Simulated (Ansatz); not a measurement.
Consider the following.

Starting cell, CuAu (CuAu type, space group P4/mmm):

```xyz
2
Lattice="2.8606 0.0000 0.0000 0.0000 2.8606 0.0000 0.0000 0.0000 3.5518" Properties=species:S:1:pos:R:3 pbc="T T T"
Cu     1.4303     1.4303     1.7759
Au     0.0000     0.0000     0.0000
```

In each cell atom 2 (Au, nearest neighbour Cu at 2.692 Å; its periodic images, 2.9 Å or more away, move with it) moves by s·(1.000, 0.000, 0.000) (along Cartesian x), the rest being held.

These are r2SCAN (plane waves to 500 eV, PAW, scalar-relativistic; Ansatz, an electronic-structure program) values and carry that method's errors. k mesh 13×13×11 (Γ-centred), Fermi-Dirac smearing 0.05 eV. E stands for the smeared free energy. With partly filled bands, energies and forces of such displacements shift with the k mesh and the smearing. On this mesh the relaxed cell isn't quite at rest: it carries a pressure of -0.1 GPa (compression positive) at the zero of the scan. CuAu is run without spin polarisation. CuAu was relaxed with its symmetry unable to fall. Spin-orbit coupling is left out, though Au is heavy. The zero of ΔE is the undisplaced structure.

The scan covers s from -0.270 to 0.270 Å in 11 points.

### Question
Is the energy the same for equal positive and negative displacements?

### Answer
Even: the same for both signs. With its periodic images moving along, the atom's site symmetry in this cell is 4/mmm.

### Question
What is the force constant k = d²E/ds² of this move at s = 0?

### Answer
3.84 eV/Å².

### Question
With two atoms in the cell this is the zone-centre optical mode. What wavenumber follows?

### Answer
147 cm⁻¹.

(A displaced cell: forces are minus the slopes of the energy, force constants its curvatures, and phonons follow from these.)
